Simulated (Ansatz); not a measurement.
MgS (zinc blende, space group No. 216), DFT-PBEsol in the program Ansatz with PAW potentials. The conduction-band minimum lies at Γ, with 1 equivalent valley. Second derivatives d²E/dk² of the lowest band at one valley (eV·Å²), along Cartesian directions:

```csv
direction,d²E/dk²
[100],30.53
[010],30.53
[001],30.53
[110],30.53
[101],30.53
[011],30.53
```

Problem. Find the principal effective masses, the density-of-states mass and the conductivity mass.

Solution. Off-diagonal terms follow from H_xy = H[110] − (H_xx + H_yy)/2, and m*/mₑ = 7.620 eV·Å² over each eigenvalue: 0.25, 0.25, 0.25. One valley's DOS mass (m₁m₂m₃)^(1/3) = 0.25, conductivity mass 3/(Σ 1/mᵢ) = 0.25 mₑ.

Problem. What effective density of states Nc follows at 300 K for parabolic valleys?

Solution. Nc = 2.509e19 × 1 × (0.25)^(3/2) ≈ 3.1e18 cm⁻³.

Problem. With the computed static dielectric constant 6.69 (mean of the diagonal), estimate a hydrogenic donor's binding energy and radius.

Solution. E = 13.606 eV × 0.25/6.69² ≈ 76 meV; a = 0.529 Å × ε/m* ≈ 14 Å. Semilocal masses tend to be too small where the gap is.

Problem. With ε∞ = 4.14 and ω_LO = 422 cm⁻¹, what Fröhlich coupling constant follows?

Solution. α = (1/ε∞ − 1/ε0) √(m* × 13.606 eV/ħω_LO) = 0.74.

Space group F-43m (zinc blende). A made-up cell: these elements were put on the sites of a structure type; the Crystallography Open Database copy checked does not list it. COD files the formula under space group No. 225, so this cell is another polymorph or a model. Whether it is the stable phase at ambient conditions was not checked. Symmetry was held in the PBEsol relaxation; phonons on a q-mesh show no instability.

Potentials: the later of the program's two PAW sets.
